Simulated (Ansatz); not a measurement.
# TaTe (rocksalt structure, lowered slightly to I4/mmm when read at 0.01 Å)

Method: r²SCAN, scalar-relativistic; collinear spin; PAW, 500 eV, 10×10×5 k-mesh, Gaussian smearing of 0.05 eV; code Ansatz. The datasets are Ansatz's generated set soft_2.

```
CELL_PARAMETERS angstrom
0.00000 2.87210 2.87210
5.76537 2.87210 2.87210
5.76537 5.74419 0.00000
ATOMIC_POSITIONS crystal
Ta 0.50000 0.50000 0.00000
Te 0.00000 0.00000 0.00000
Ta 0.50000 0.50000 0.50000
Te 0.00000 0.00000 0.50000
```

This is a trial structure made by placing the elements on a prototype's sites, so it needn't be the stable form.

Magnetic state: antiferromagnetic, site spin moments Ta 1.31, -1.31 μB.

The run above is the reference. The same cell was run again with other input settings; several of them aren't fit for production, so the rows show the settings' effect and aren't properties of the material.

| keys changed | outcome | ΔE (meV/atom) | P (GPa) | gap on the mesh (eV) | cell moment (μB) | largest force component (eV/Å) | SCF iterations | rough core-seconds | new warnings |
| --- | --- | --- | --- | --- | --- | --- | --- | --- | --- |
| none (reference) | converged | 0.0 | -0.1 | metal | 0.00 | 0.000 | – | – | – |
| scf.occupations.method: "gaussian" → "methfessel_paxton"; scf.occupations.width: 0.05 → 0.01 | converged | 0.0 | -0.1 | metal | 0.00 | 0.000 | 15 | 100 | – |

ΔE is the energy with the smearing extrapolated to zero. It is left out where the change alters the Hamiltonian or the spin treatment. The varied runs start from atomic densities (corrected by the program's trained start where that serves), with the default search for lower states unless a row changes it, while the reference went on from a saved state, so a magnet may end in another state whatever the setting.

(1) What happens with these changes: hamiltonian.xc: "r2scan" → "pbesol"; scf.occupations.width: 0.05 → null; scf.occupations.method: "gaussian" → "tetrahedron"; scf.mixing.algorithm: "anderson"; scf.mixing.beta: 0.2; scf.mixing.ndim: 4?

Answer:

(1) outcome converged, P (GPa) -6.5, gap on the mesh (eV) metal, cell moment (μB) 0.00, largest force component (eV/Å) 0.000, SCF iterations 32, rough core-seconds 80, new warnings band table not solved further; tetrahedron derivatives may miss energy slope.

1 further run (cut off, refused for memory, with changed atoms or starts, or in doubt) is left out.

Of the reference: The equation of state at this level isn't smooth, a sign that the magnetic state shifts with volume and isn't converged in the mesh. Spin–orbit coupling, which matters for such heavy elements, is left out. The run wasn't fully tested for a lower electronic state. Site moments are of spin, integrated over atomic spheres.
